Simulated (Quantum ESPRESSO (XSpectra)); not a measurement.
# The core hole at the B K edge of BaTi(BO3)2 (R-3)

```xyz
10
Lattice="2.5371 1.4648 5.6061 -2.5371 1.4648 5.6061 0.0000 -2.9296 5.6061" Properties=species:S:1:pos:R:3 pbc="T T T"
Ba     0.0000     0.0000     0.0000
Ti     0.0000     0.0000     8.4091
B      0.0000     0.0000     3.9146
B      0.0000     0.0000    12.9036
O     -0.2517    -1.5726     9.5723
O      0.2517     1.5726     7.2459
O      1.4877     0.5684     9.5723
O     -1.4877    -0.5684     7.2459
O     -1.2361     1.0042     9.5723
O      1.2361    -1.0042     7.2459
```

Geometry: Materials Project entry mp-11659 (a computed structure). No spin-polarised start was tried. The cell is the entry's, not relaxed again.

Absorber: atom 3, B on Wyckoff site c (site symmetry 3.), with 3 O at 1.38 Å.

Method: LDA, no, half or full core hole, dipole K-edge X-ray absorption, plane waves, Troullier-Martins potentials made with ld1.x and PseudoDojo potentials for the other elements (Perdew-Zunger form enforced), scalar-relativistic, no spin, constant broadening (Quantum ESPRESSO (XSpectra)).

Full-hole run: 40-atom cell (absorber images 8.1 Å apart), 70 Ry, k meshes 2×2×2 (SCF) and 3×3×3 (spectrum), Lorentzian half width 0.5 eV. The ground-state test found a gap, so occupations are fixed and the excited electron is left out (charged cell on a uniform background); energies count from the highest occupied level. Field directions run: x; z, weighted by the site's symmetry in the crystal. Intensities are scaled to a mean of 1 over 0–35 eV.

The half-hole run shares these settings; the run without a hole takes the primitive cell with a 5×5×5 mesh.

```
core hole              mean 0–10 eV  mean 10–20 eV  mean 20–30 eV  highest value below 30 eV
---------------------  ------------  -------------  -------------  -------------------------
none (primitive cell)          0.57           1.41           1.15                        3.4
half                           0.74           1.61           0.84                        3.5
full                           0.94           1.64           0.66                        6.2
```

From no hole to a full hole the mean over the first 10 eV goes from 0.57 through 0.74 to 0.94: the hole pulls absorption towards the edge. The cell size was not varied. Each run counts from its own energy zero.
